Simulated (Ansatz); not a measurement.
Starting cell, GaSb (zinc blende):

```
GaSb
1.0
    0.00000     6.21351     6.21351
    3.10675     0.00000     3.10675
    3.10675     3.10675     0.00000
Sb Ga
2 2
Cartesian
  4.66013   4.66013   4.66013
  4.66013   7.76688   7.76688
  0.00000   0.00000   0.00000
  0.00000   3.10675   3.10675
```

In this cell atom 2 (Sb, nearest neighbour Ga at 2.691 Å; its periodic images, 4.4 Å or more away, move with it) is moved by s along Cartesian x, unit vector (1.000, 0.000, 0.000); all other atoms and the cell stay fixed.

Computed with PBE (plane waves to 420 eV, PAW, scalar-relativistic; Ansatz, an electronic-structure program). k mesh 11×11×11 (Γ-centred), Fermi-Dirac smearing 0.05 eV. E stands for the smeared free energy. With partly filled bands, energies and forces of such displacements shift with the k mesh and the smearing. At this level the bands of GaSb touch or barely overlap; measurements give the solid a gap. GaSb was relaxed with its symmetry unable to fall. Spin-orbit coupling is left out, though Sb is heavy. ΔE is measured from the undisplaced structure. The last digit holds for this mesh only.

```json
[
 {"s (Å)": "-0.810", "ΔE (meV/cell)": "2071.1"},
 {"s (Å)": "-0.648", "ΔE (meV/cell)": "1426.7"},
 {"s (Å)": "-0.486", "ΔE (meV/cell)": "848.5"},
 {"s (Å)": "-0.324", "ΔE (meV/cell)": "392.0"},
 {"s (Å)": "-0.162", "ΔE (meV/cell)": "withheld"},
 {"s (Å)": "0.000", "ΔE (meV/cell)": "0.0"},
 {"s (Å)": "0.162", "ΔE (meV/cell)": "100.7"},
 {"s (Å)": "0.324", "ΔE (meV/cell)": "390.9"},
 {"s (Å)": "0.486", "ΔE (meV/cell)": "842.2"},
 {"s (Å)": "0.648", "ΔE (meV/cell)": "1413.6"},
 {"s (Å)": "0.810", "ΔE (meV/cell)": "2049.2"}
]
```

Problem. Fit a polynomial form (powers 2, 3, 4) to the given rows and predict ΔE at s = -0.162.

Solution. Least squares on the 10 given rows: ΔE = (3823)·s² + (-21.52)·s³ + (-1043)·s⁴, in meV/cell with s in Å; root-mean-square residual 1.19 meV/cell. At -0.162 the fit gives 99.7 meV/cell; the calculation gives 100.4 meV/cell, so the interpolation is off by -0.7 (-0.7 %). The quadratic term alone would give 100.3 meV/cell.

(A displaced cell: forces are minus the slopes of the energy, force constants its curvatures, and phonons follow from these.)
